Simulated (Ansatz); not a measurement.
AlP (NiAs type, P6_3/mmc) is relaxed with plane-wave PAW PBE (Ansatz code). What lattice parameters of the conventional cell result?

a = 3.604 Å, c = 5.776 Å.

Is it a metal or does it have a gap at this level?

No gap at this level.

The start of the workflow was typed in or built on a structure type; neither database checked (COD, Materials Project) lists it. It is not the phase usual at ambient conditions (space group No. 216). The cell was relaxed with PBE under the symmetry of its start; whether a distortion lowers the energy is not shown.

Potentials: the earlier of the program's two PAW sets.
